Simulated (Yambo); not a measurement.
Yambo run on NH4I (space group P4/nmm, No. 129). The wavefunctions are LDA (pw.x of Quantum ESPRESSO, ONCV potentials, no spin-orbit coupling) ones on a 2×2×2 mesh (16 occupied bands); a = b = 6.149 Å, c = 4.414 Å, α = β = γ = 90.00°.

Yambo input:

```
rim_cut
gw0
dyson
el_el_corr
HF_and_locXC
ppa
em1d
RandQpts= 1000000
RandGvec= 1 Ry
EXXRLvcs= 84 Ry
VXCRLvcs= 336 Ry
Chimod= "HARTREE"
% BndsRnXp
 1 | 174 |
%
NGsBlkXp= 3 Ry
% LongDrXp
 1.0 | 1.0 | 1.0 |
%
PPAPntXp= 27.2114 eV
% GbndRnge
 1 | 174 |
%
GTermKind= "none"
DysSolver= "n"
ExtendOut
% QPkrange
 1 | 1 | 16 | 17 |
%
```

k points by index: 1 = Γ.

Resulting energies as the program prints them:

```
#    K-point    Band    Eo [eV]    E [eV]    E-Eo [eV]    Vxc [eV]    Vnlxc [eV]    Sc|Eo [eV]    Sc|E [eV]    dSc/dw|Eo [eV]    Re(Z)    Im(Z)
#
    1    16    0.000000    -1.014851    -1.014851    -11.21130    -14.31571    1.862377    2.089558    -6.090678    0.817105    -0.001464
    1    17    3.388568    4.295604    0.907037    -8.590890    -4.281312    -3.234078    -3.402542    -5.053259    0.843379    -0.001234
```
(The two width columns are left out.) Convergence of these settings isn't established.

Geometry of the Materials Project entry, not relaxed at this level.

The structure is a Materials Project entry; no match was found in the copy of COD used, and its stability was not checked.

The distance between layers or molecules is the database entry's, not relaxed here. Functionals without dispersion can leave it too large, which widens gaps and weakens the response across layers: the numbers belong to this cell.
